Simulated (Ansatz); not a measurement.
## Calculated with Ansatz: GaMo3, settings compared

input.yaml:

```yaml
crystal:
  lattice:
    - [4.98523993, 0.0, 0.0]
    - [0.0, 4.98523993, 0.0]
    - [0.0, 0.0, 4.98523993]
  atoms:
    - { symbol: Ga, position: [0.0, 0.0, 0.0] }
    - { symbol: Ga, position: [0.5, 0.5, 0.5] }
    - { symbol: Mo, position: [0.25, 0.0, 0.5] }
    - { symbol: Mo, position: [0.5, 0.75, 0.0] }
    - { symbol: Mo, position: [0.75, 0.0, 0.5] }
    - { symbol: Mo, position: [0.5, 0.25, 0.0] }
    - { symbol: Mo, position: [0.0, 0.5, 0.75] }
    - { symbol: Mo, position: [0.0, 0.5, 0.25] }
  symmetry: { tolerance: 0.0003 }
kpoints:
  mp_grid: { grid: [4, 4, 4], shift: [0, 0, 0] }
magnetization:
  spin_polarized: false
scf:
  occupations: { method: methfessel_paxton, width: 0.1925 }
hamiltonian:
  pseudopotentials: { kind: paw }
  xc: r2scan
basis:
  ecutwfc: 500
output:
  forces: true
  stress: true
  eigenvalues: true
```

Launch command:

```bash
ansatz run input.yaml --threads 1 --pin off --max-ram 2560MiB --backend cpu --events-out ev --progress --plain --runs-dir out
```

Origin of the cell: a database entry, scaled a little.

Output of this run (shortened):

```
SCF iter   1: F=—  HF=-37387.469543 eV  Δρ=1.31e-2  dr2=1.78e-1  dr2_τ=1.06e-1
SCF iter   2: F=—  HF=-37387.458486 eV  S|Δr|=    0.00e0  Δρ=5.58e-3  dr2=2.07e-2  dr2_τ=2.31e-3  defer=3
SCF iter   3: F=—  HF=-37387.457275 eV  S|Δr|=    0.00e0  Δρ=2.77e-3  dr2=4.24e-3  dr2_τ=1.97e-4  defer=3
SCF iter   4: F=—  HF=-37387.457773 eV  S|Δr|=    0.00e0  Δρ=8.21e-4  dr2=3.71e-4  dr2_τ=2.14e-5  defer=3
SCF iter   5: F=—  HF=-37387.458148 eV  S|Δr|=    0.00e0  Δρ=1.74e-4  dr2=2.62e-5  dr2_τ=1.10e-6  defer=3
SCF iter   6: F=—  HF=-37387.458169 eV  S|Δr|=    0.00e0  Δρ=3.26e-5  dr2=1.10e-6  dr2_τ=4.98e-8  defer=3
SCF iter   7: F=-37387.458169 eV  HF=-37387.458169 eV  S|Δr|=    0.00e0  Δρ=7.49e-6  dr2=9.17e-8  dr2_τ=3.81e-9
SCF 1 converged in 7 iterations: F = -37387.458169 eV  dr2 = 9.17e-8
SCF converged after 7 iterations
Stability not checked: this state was not tested for a lower state beside it, because cold or Methfessel-Paxton smearing, or corrected tetrahedra, fill the levels in a way that the test cannot read (fill_not_monotonic; […]
Free energy (F): -37387.458169 eV
Harris-Foulkes:  -37387.458169 eV  (|F-HF|=5.99e-8)
Internal energy: -37387.463212 eV  (E = F + TS)
E sigma→0 (E₀):  -37387.459430 eV
Entropy (-TS):   0.005043 eV (0.630 meV/atom)
Fermi energy:    18.811156 eV
--- Per-component energies (eV) ---
  E_band       = -421.126085
  E_kinetic    = 2871.769521
  E_local      = -7987.533272  (includes V_loc(G=0)·N_el)
  E_nonlocal   = 1708.087241
  E_hartree    = 3125.264176
  E_xc         = -1196.723798
  E_vxc        = -1658.560501  (∫ρ·V_xc dr)
  E_paw        = -23309.623228  (= ΣΔE_a)
  E_vpaw       = -1713.991510  (= ΣTr[D̂ρ^β])
  E_aug_tail   = -0.000055  (compensation charges beyond the density's cutoff)
  E_vtau       = 108.573080  (kinetic-family band-sum trace: ∫τ·v_τ [+ j·A + Jᵃ·Aᵃ] dr)
  E_ewald      = -12596.070435
  E_core_change = -2.633362  (= ΣΔE_core)
  E_smearing   = 0.005043  (= −TS)
  Σ components = -37387.458169   (vs F -37387.458169, Δ=0.00e0)
[… 4 lines left out …]
  atom   4  Mo    -0.000000     0.000000     0.000000
  atom   5  Mo     0.000000    -0.000000     0.000000
  atom   6  Mo     0.000000     0.000000     0.000000
  atom   7  Mo     0.000000     0.000000     0.000000
  atom   8  Mo     0.000000     0.000000    -0.000000
  max |Σ_I F_I| component: 2.96e-18 eV/Å
--- Stress (GPa, compression-positive) ---
       -5.569083       0.000000       0.000000
        0.000000      -5.569083       0.000000
        0.000000       0.000000      -5.569083
  P = ⅓ Tr σ = -5.5691 GPa (-55.691 kbar)
```

The same input was run again with these changes:

1. `scf.initial_density.chi_scale` default → 0.0; `scf.lower_state_search` default → standard
2. `hamiltonian.hubbard` default → { sites: [{ species: Mo, l: d, u_eff: 3.0 }], double_counting: amf }; `hamiltonian.pseudopotentials` { kind: paw } → { kind: nc, accuracy: standard }
3. `scf.eigensolver.kind` default → davidson; `basis.ecutwfc` 500 → "200 eV"; `scf.mixing.preconditioner` default → kerker
4. `kpoints.mp_grid.grid` [4, 4, 4] → [1, 1, 1]; `scf.occupations.width` 0.1925 → default; `scf.occupations.method` methfessel_paxton → tetrahedron_uncorrected; `hamiltonian.hubbard` default → { sites: [{ species: Mo, l: d, u_eff: 5.0 }], double_counting: fll }

```csv
run,end,SCF iterations,P (GPa),max force component (eV/Å),moment (μB),ΔE(σ→0) (meV/atom)
base,converged,7,-5.57,0.000,–,0
1,converged,8,-5.57,0.000,–,0.00
2,converged,9,-9.87,0.000,–,–
3,converged,8,-9.91,0.000,–,4890.92
4,converged,8,-23.34,0.000,–,–
```

Energies are compared only where functional, datasets, charge and starting cell are the same.

Not properties of the system: run 3 (too coarse or loose: `basis.ecutwfc` = "200 eV"), run 4 (too coarse or loose: `kpoints.mp_grid.grid` = [1, 1, 1]).

Caveats of the base run: no moments, though an odd count or open d shells may carry them; the k mesh is coarse if the cell is a metal; wide smearing.

Run 2: the cutoff lies below the datasets' advice; the norm-conserving files were made for PBE, not for this functional.
Run 3: the cutoff lies below the datasets' advice.

The base run ran for 7.1 s on 1 thread of Intel(R) Xeon(R) 6975P-C (Granite Rapids) (shared host), peak memory 0.81 GiB, from the program's own first density.
